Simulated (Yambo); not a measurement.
One stored BSE kernel of dimension 1440 for GaAlN2 (space group P-4m2, No. 115) (Yambo, PBEsol bands; 6×6×4 mesh, 5 valence and 2 conduction bands, static screening with 29 bands and a 4 Ry block, scissor 1.00 eV, Tamm-Dancoff; broadening 0.15 eV; field along x), solved in several ways.

| solver | iterations | largest change of Im ε (% of its maximum) | rough time |
|---|---|---|---|
| Haydock, threshold 2 % | 14 | 77 | within a factor of two |
| Haydock, threshold 0.5 % | 36 | 13 | within a factor of two |
| Haydock, threshold 0.1 % | 54 | 1.9 | within a factor of two |
| Haydock, threshold 0.005 % | 104 | 0.1 | 1 |
| SLEPc, lowest 10 states | – | no full spectrum | within a factor of two |
| SLEPc, lowest 60 states | – | no full spectrum | within a factor of two |
| full diagonalisation | – | reference | about 5× |

Haydock gives the spectrum without eigenstates, SLEPc the lowest states alone, full diagonalisation everything at a cost that grows as the cube of the dimension. Times include reading the kernel. Times are rough ratios from shared machines. Mesh and scissor weren't tested; the rows compare only with each other.

Spin-orbit coupling is not included.

Geometry relaxed with PBEsol; primitive cell a = b = 3.1430 Å, c = 4.4239 Å, α = β = γ = 90.00°.

The structure is a Materials Project entry; no match was found in the copy of COD used, and its stability was not checked.
